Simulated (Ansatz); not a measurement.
WO3:
```xyz
16
Lattice="7.5724 0.0000 0.0000 0.0000 7.5724 0.0000 0.0000 0.0000 3.8779" Properties=species:S:1:pos:R:3 pbc="T T T"
W      5.5433     1.7571     0.2124
W      1.7571     2.0290     3.6655
W      2.0290     5.8152     0.2124
W      5.8152     5.5433     3.6655
O      5.6370     1.8509     1.9805
O      1.8509     1.9353     1.8974
O      1.9353     5.7215     1.9805
O      5.7215     5.6370     1.8974
O      1.8992     0.0427     0.0159
O      0.0427     5.6732     3.8620
O      5.6732     7.5297     0.0159
O      7.5297     1.8992     3.8620
O      5.6854     3.7435     3.8620
O      3.8288     5.6854     0.0159
O      1.8870     3.8288     3.8620
O      3.7435     1.8870     0.0159
```

Relaxed with PBEsol. Special points in fractions of this cell's reciprocal vectors: Γ (0.000, 0.000, 0.000); X (0.000, 0.500, 0.000); M (0.500, 0.500, 0.000); Z (0.000, 0.000, 0.500); R (0.000, 0.500, 0.500); A (0.500, 0.500, 0.500).

**Question.** List the band energies nearest the valence-band maximum at these points for PBEsol with spin–orbit coupling (plane waves, PAW; program Ansatz).

**Answer.** In eV from the valence-band maximum; about four levels below and three above (degenerate sets whole), none deeper than 8.9 eV; points with the same levels are listed once.

```json
[
 {"k": "Γ", "below": "-1.19 -1.19 -0.01 -0.01", "above": "1.10 1.10 1.49 1.49"},
 {"k": "X", "below": "-0.63 -0.63 -0.63 -0.63", "above": "1.67 1.67 1.68 1.68"},
 {"k": "M", "below": "-0.73 -0.73 -0.73 -0.73", "above": "3.05 3.05 3.05 3.05"},
 {"k": "Z", "below": "-0.12 -0.12 0.00 0.00", "above": "1.18 1.18 3.93 3.93 3.93 3.93"},
 {"k": "R", "below": "-0.14 -0.14 -0.14 -0.14", "above": "2.89 2.89 2.90 2.90"},
 {"k": "A", "below": "-0.52 -0.52 -0.52 -0.52", "above": "3.65 3.65 3.65 3.65"}
]
```

Space group P-42_1m. The workflow started from a Materials Project entry (that database holds measured and hypothetical structures alike); the Crystallography Open Database copy checked does not list it. COD files the formula under space group No. 2, 14, 62, 129, 130, 191, so this cell is another polymorph or a model. Whether it is the stable phase at ambient conditions was not checked. Symmetry was held in the PBEsol relaxation; whether a distortion lowers the energy is not shown. The run is not spin-polarised. No Hubbard U is applied.

Potentials: the later of the program's two PAW sets.
